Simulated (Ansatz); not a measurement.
**Sb, one cell by several methods**

```
Sb
1.0
     2.16837    1.25191    3.77494
    -2.16837    1.25191    3.77494
     0.00000   -2.50382    3.77494
Sb
2
Direct
  0.23364 0.23364 0.23364
  0.76636 0.76636 0.76636
```

Atom numbers follow the list: Sb1, Sb2.

Structure: COD 9009654, as refined from experiment and not relaxed. The listed cell was then made from it by scaling, straining or moving an atom.

No spin–orbit coupling, which matters for the heavy atoms here.

Methods: DFT, PBEsol, PAW with Ansatz's default frozen-core files, scalar-relativistic (Ansatz 0.2.0); DFT, PBEsol, all-electron LAPW, scalar-relativistic (Ansatz 0.2.0).

For PAW: a Γ-centred 9×9×9 k mesh, Fermi–Dirac smearing of 0.05 eV, cutoff 420 eV, no spin polarisation; the PAW files were made with PBE, and the program remakes their frozen cores for this functional. LAPW targets a basis error of 0.5 meV/atom. The Ansatz runs share mesh, smearing and spin set-up. Plane-wave (PAW) pressures include the program's estimate of the Pulay term.

Stress and pressure are positive in compression.

The change that made this cell: volume scaled by 1.025.

| quantity | PAW | LAPW |
| --- | --- | --- |
| pressure (GPa) | -0.98 | -0.96 |
| stress xx (GPa) | -0.90 | -0.89 |
| stress zz (GPa) | -1.13 | -1.12 |
| force on Sb1, z (eV/Å) | 0.020 | 0.020 |
